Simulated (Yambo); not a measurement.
```
ZnCl2
1.0
    3.68538     0.00000     0.00000
    0.00000     3.68538     0.00000
    0.00000     0.00000    10.88669
Cl Zn
4 2
Direct
  0.50000   0.00000   0.12314
  0.50000   0.00000   0.62314
  0.00000   0.50000   0.37686
  0.00000   0.50000   0.87686
  0.00000   0.00000   0.00000
  0.50000   0.50000   0.50000
```

ZnCl₂ (space group P4_2/nmc, No. 137): mean Im ε in 1 eV windows above the direct gap of 6.32 eV, for different electron-hole kernels (Yambo, broadening 0.15 eV, norm-conserving PBEsol (Quantum ESPRESSO, 84 Ry, scalar-relativistic) bands; 6×6×2 mesh, 17 valence and 6 conduction bands, static screening with 88 bands and a 3 Ry block, scissor 2.57 eV, Tamm-Dancoff; field along x).

```csv
window (eV),independent quasiparticles,BSE
6.3 to 7.3,0.6,3.2
7.3 to 8.3,1.4,1.7
8.3 to 9.3,2.8,3.3
9.3 to 10.3,2.8,3.1
10.3 to 11.3,4.1,1.8
```

This run doesn't resolve bound excitons or single peaks, so only averages are given, and they too depend on the mesh; weight that the attraction moves below the gap isn't listed. All transitions below 11.46 eV are in the band window. The scissor comes from a G0W0 run whose convergence isn't established.

Geometry of the Materials Project entry, not relaxed at this level.

The distance between layers or molecules is the database entry's, not relaxed here. Functionals without dispersion can leave it too large, which widens gaps and weakens the response across layers: the numbers belong to this cell.
